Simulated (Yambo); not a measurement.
Yambo run on BeZn$_{3}$O$_{4}$ (space group I-42m, No. 121). The wavefunctions are norm-conserving PBEsol (Quantum ESPRESSO, 88 Ry, scalar-relativistic) ones on a 4×4×4 mesh (44 occupied bands); a = b = c = 5.397 Å, α = β = 131.56°, γ = 70.92°.

Yambo input:

```
rim_cut
gw0
dyson
el_el_corr
HF_and_locXC
ppa
em1d
RandQpts= 1000000
RandGvec= 1 Ry
EXXRLvcs= 88 Ry
VXCRLvcs= 352 Ry
Chimod= "HARTREE"
% BndsRnXp
 14 | 75 |
%
NGsBlkXp= 7 Ry
% LongDrXp
 1.0 | 1.0 | 1.0 |
%
PPAPntXp= 27.2114 eV
% GbndRnge
 1 | 75 |
%
GTermKind= "BG"
DysSolver= "n"
ExtendOut
% QPkrange
 1 | 1 | 44 | 45 |
%
```

k points by index: 1 = Γ.

The o-*.qp file then holds:

```
#    K-point    Band    Eo [eV]    E [eV]    E-Eo [eV]    Vxc [eV]    Vnlxc [eV]    Sc|Eo [eV]    Sc|E [eV]    dSc/dw|Eo [eV]    Re(Z)    Im(Z)
#
    1    44    0.000000    -0.886118    -0.886118    -23.53366    -29.27976    4.608599    4.859984    -7.718355    0.779029    -0.001423
    1    45    1.492643    2.544310    1.051667    -13.56540    -9.753659    -2.543232    -2.760070    -5.610138    0.829070    -0.001147
```
(The two width columns are left out.) Convergence of these settings isn't established.

Geometry of the Materials Project entry, not relaxed at this level.

The structure is a Materials Project entry; no match was found in the copy of COD used, and its stability was not checked.
